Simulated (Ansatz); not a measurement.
ZrTa in space group Pmma (No. 51; Ta on 2e, Zr on 2f) at seven volumes, DFT-r²SCAN in the program Ansatz with PAW potentials, shape and atoms relaxed at each. One row is withheld.

```csv
V (Å³/atom),P (GPa)
18.799,13.74
19.419,8.46
20.038,3.93
20.658,0.00
21.278,-3.39
21.898,-6.33
22.517,?
```

Question: Fit the shown pressures and predict the withheld one.

Answer: P = (3/2)B₀(x^(7/2) − x^(5/2))[1 + (3/4)(B′ − 4)(x − 1)] with x = (V₀/V)^(2/3). Least squares on the six rows gives V₀ = 20.658 Å³/atom, B₀ = 121 GPa, B′ = 3.85. At V = 22.517, x = 0.9442 and P = -8.83 GPa. The run itself gave -8.89 GPa.

The start of the workflow was typed in or built on a structure type; neither database checked (COD, Materials Project) lists it. Whether it is the stable phase at ambient conditions was not checked. The r²SCAN relaxation kept the symmetry of its start; whether a distortion lowers the energy is not shown. No spin polarisation was allowed. Its formation energy is positive at this level, so the cell may be metastable or incomplete. Spin–orbit coupling is left out wherever it is not named.

Potentials: the earlier of the program's two PAW sets.
